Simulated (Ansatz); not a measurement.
Al$_{2}$O$_{3}$ (corundum, R-3c), r²SCAN in the plane-wave PAW code Ansatz. The conduction-band minimum lies at Γ, with 1 equivalent valley. Second derivatives d²E/dk² of the lowest band at one valley (eV·Å²), along Cartesian directions:

```json
[
 {"direction": "[100]", "d²E/dk²": "19.88"},
 {"direction": "[010]", "d²E/dk²": "19.88"},
 {"direction": "[001]", "d²E/dk²": "18.53"},
 {"direction": "[110]", "d²E/dk²": "19.88"},
 {"direction": "[101]", "d²E/dk²": "19.21"},
 {"direction": "[011]", "d²E/dk²": "19.21"}
]
```

**Question.** Find the principal effective masses, the density-of-states mass and the conductivity mass.

**Answer.** Off-diagonal terms follow from H_xy = H[110] − (H_xx + H_yy)/2, and m*/mₑ = 7.620 eV·Å² over each eigenvalue: 0.38, 0.38, 0.41. One valley's DOS mass (m₁m₂m₃)^(1/3) = 0.39, conductivity mass 3/(Σ 1/mᵢ) = 0.39 mₑ.

**Question.** What effective density of states Nc follows at 300 K for parabolic valleys?

**Answer.** Nc = 2.509e19 × 1 × (0.39)^(3/2) ≈ 6.1e18 cm⁻³.

**Question.** With the computed static dielectric constant 9.84 (mean of the diagonal), estimate a hydrogenic donor's binding energy and radius.

**Answer.** E = 13.606 eV × 0.39/9.84² ≈ 55 meV; a = 0.529 Å × ε/m* ≈ 13 Å. Semilocal masses tend to be too small where the gap is.

Symmetry was held in the r²SCAN relaxation; phonons on a q-mesh show no instability.

Potentials: the earlier of the program's two PAW sets.
